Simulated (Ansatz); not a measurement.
Sc:
```
Sc
1.0
    3.32906     0.00000     0.00000
   -1.66453     2.88305     0.00000
    0.00000     0.00000     5.19114
Sc
2
Direct
  0.33333   0.66667   0.75000
  0.66667   0.33333   0.25000
```

Relaxed with r²SCAN. Special points in fractions of this cell's reciprocal vectors: Γ (0.000, 0.000, 0.000); M (0.500, 0.000, 0.000); K (0.333, 0.333, 0.000); A (0.000, 0.000, 0.500); L (0.500, 0.000, 0.500); H (0.333, 0.333, 0.500).

Problem. List the band energies nearest the Fermi level at these points for DFT-r²SCAN in the program Ansatz with PAW potentials.

Solution. In eV from the Fermi level; about four levels below and three above (degenerate sets whole), none deeper than 8.9 eV; points with the same levels are listed once.

```csv
k,below,above
Γ,-5.46 -1.67,0.43 1.79 1.79
M,-1.70 -1.12 -0.65 -0.42,1.40 1.54 2.04
K,-0.77 -0.77 -0.71 -0.43,1.14 1.14 2.31
A,-3.86 -3.86,1.09 1.09 1.71 1.71 1.71 1.71
L,-1.50 -1.50,0.04 0.04 1.30 1.30
H,-0.44 -0.44 -0.04 -0.04,0.22 0.22 2.62 2.62
```

Space group P6_3/mmc (hcp (Mg type)). The cell was relaxed with r²SCAN under the symmetry of its start. The run is not spin-polarised.

Potentials: the later of the program's two PAW sets.
